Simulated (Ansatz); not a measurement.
CaS (rock salt, space group No. 225), DFT-LDA in the program Ansatz with PAW potentials: ε∞ = 5.40, cell volume 43.06 Å³. Infrared-active transverse modes:

```tsv
ω_TO (cm⁻¹)	oscillator strength S_xx (e²/amu)
242.5	0.3108
```

Problem. Compute the static dielectric constant.

Solution. Each mode adds (4.921e7/V) S/ω²: 6.04. So ε0 = 11.4.

Problem. What LO frequency does the Lyddane–Sachs–Teller relation give?

Solution. ω_LO = ω_TO √(ε0/ε∞) = 353 cm⁻¹.

Space group Fm-3m (rock salt). The LDA relaxation kept the symmetry of its start; phonons on a q-mesh show no instability.

Potentials: the later of the program's two PAW sets.
